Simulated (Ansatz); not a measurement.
Every step of a relaxation of fcc Au (110), 5 layers

DFT, PBEsol, PAW with Ansatz's default frozen-core files, scalar-relativistic (Ansatz 0.2.0); a Γ-centred 14×10×1 k mesh, Fermi–Dirac smearing of 0.08 eV, no spin polarisation. The run relaxes the atoms in the fixed cell.

Command: `ansatz run input.yaml --threads 2 --pin off --max-ram 4096MiB --backend cpu --events-out ev --progress --plain --runs-dir out` It took 2.9 min on 2 threads of Arm Neoverse V2, on a shared host, peak memory 0.78 GiB.

```yaml
crystal:
  lattice:
    - [2.8875555845, 0.0, 0.0]
    - [0.0, 4.0836202698, 0.0]
    - [0.0, 0.0, 21.7751]
  atoms:
    - { symbol: Au, position: [0.0, 0.0, 0.3673918567] }
    - { symbol: Au, position: [0.5, 0.5, 0.4336959281] }
    - { symbol: Au, position: [0.0, 0.0, 0.5] }
    - { symbol: Au, position: [0.5, 0.5, 0.5663040719] }
    - { symbol: Au, position: [0.0, 0.0, 0.6326081433] }
kpoints:
  mp_grid: { grid: [14, 10, 1] }
scf:
  occupations: { method: fermi_dirac, width: 0.08 }
hamiltonian:
  xc: pbesol
  pseudopotentials: { kind: paw }
output:
  forces: true
  stress: true
  eigenvalues: true
  write_density: true
  write_potential: true
  elf: true
  volumetric_format: npy
relax:
  f_tol: 0.01
  max_steps: 40
efield:
  axis: 3
  amplitude: 0
  dipole_correction: true
```

Each step lists its free energy a cell above the last geometry, and Cartesian positions (Å) with forces (eV/Å).

The first step:

```
step 1  dF = 85.12 meV
  Au 0.0000 0.0000 8.0000   0.0000 0.0000 0.4954
  Au 1.4438 2.0418 9.4438   0.0000 0.0000 -0.5602
  Au 0.0000 0.0000 10.8875   0.0000 0.0000 0.0000
  Au 1.4438 2.0418 12.3313   0.0000 0.0000 0.5602
  Au 0.0000 0.0000 13.7751   0.0000 0.0000 -0.4954
```

Spin–orbit coupling is left out, which matters for the heavy atoms. The PAW files were made under PBE.

Problem. Where does the relaxation end, and by which steps?

Solution. After 5 geometries, with a shortest distance of 2.800 Å. The further steps:
```
step 2  dF = 24.62 meV
  Au 0.0000 0.0000 8.1473   0.0000 0.0000 -0.3733
  Au 1.4438 2.0418 9.3541   0.0000 0.0000 0.1738
  Au 0.0000 0.0000 10.8875   0.0000 0.0000 0.0000
  Au 1.4438 2.0418 12.4210   0.0000 0.0000 -0.1738
  Au 0.0000 0.0000 13.6278   0.0000 0.0000 0.3733
step 3  dF = 0.51 meV
  Au 0.0000 0.0000 8.0802   0.0000 0.0000 0.0256
  Au 1.4438 2.0418 9.3619   0.0000 0.0000 0.0347
  Au 0.0000 0.0000 10.8875   0.0000 0.0000 0.0000
  Au 1.4438 2.0418 12.4132   0.0000 0.0000 -0.0347
  Au 0.0000 0.0000 13.6949   0.0000 0.0000 -0.0256
step 4  dF = 0.06 meV
  Au 0.0000 0.0000 8.0889   0.0000 0.0000 -0.0019
  Au 1.4438 2.0418 9.3745   0.0000 0.0000 -0.0162
  Au 0.0000 0.0000 10.8875   0.0000 0.0000 0.0000
  Au 1.4438 2.0418 12.4006   0.0000 0.0000 0.0162
  Au 0.0000 0.0000 13.6862   0.0000 0.0000 0.0019
step 5  dF = 0.00 meV
  Au 0.0000 0.0000 8.0876   0.0000 0.0000 -0.0003
  Au 1.4438 2.0418 9.3710   0.0000 0.0000 0.0001
  Au 0.0000 0.0000 10.8875   0.0000 0.0000 0.0000
  Au 1.4438 2.0418 12.4041   0.0000 0.0000 -0.0001
  Au 0.0000 0.0000 13.6875   0.0000 0.0000 0.0003
```
